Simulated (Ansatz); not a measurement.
LaLuO3:
```cif
data_LaLuO3
_chemical_formula_sum 'La1 Lu1 O3'
_space_group_name_H-M_alt 'P 1'
_space_group_IT_number 1
_cell_length_a 4.15307
_cell_length_b 4.15307
_cell_length_c 4.15307
_cell_angle_alpha 90.000
_cell_angle_beta 90.000
_cell_angle_gamma 90.000
loop_
_space_group_symop_operation_xyz
  'x, y, z'
loop_
_atom_site_label
_atom_site_type_symbol
_atom_site_fract_x
_atom_site_fract_y
_atom_site_fract_z
_atom_site_occupancy
La1 La 0.00000 0.00000 0.00000 1
Lu1 Lu 0.50000 0.50000 0.50000 1
O1 O 0.00000 0.50000 0.50000 1
O2 O 0.50000 0.50000 0.00000 1
O3 O 0.50000 0.00000 0.50000 1
```

Relaxed with LDA.

Question: Give the optical modes at the zone centre with their infrared and Raman activity from DFPT, DFT-LDA in the program Ansatz with PAW potentials.

Answer: Transverse frequencies, without the LO–TO term; a row sums one degenerate level.

| ω (cm⁻¹) | degeneracy | IR ((D/Å)²/amu) | Raman (Å⁴/amu) | activity | symmetry |
|---|---|---|---|---|---|
| 236i | 3 | 0.00 | 0 | silent | T2u |
| 223i | 3 | 76.10 | 0 | IR | T1u |
| 141 | 3 | 2.99 | 0 | IR | T1u |
| 669 | 3 | 41.95 | 0 | IR | T1u |

Question: How high does the top mode go among those that the LO–TO term moves?

Answer: 734 cm⁻¹ for q along x.

Space group Pm-3m (cubic perovskite). The cell is a constructed one: a structure type filled with these elements; neither database checked (COD, Materials Project) lists it. Whether it is the stable phase at ambient conditions was not checked. The cell was relaxed with LDA under the symmetry of its start. At this level the phase is dynamically unstable (imaginary phonons). Scalar-relativistic: spin–orbit coupling is off unless named, which matters more the heavier the elements.

Potentials: the earlier of the program's two PAW sets.
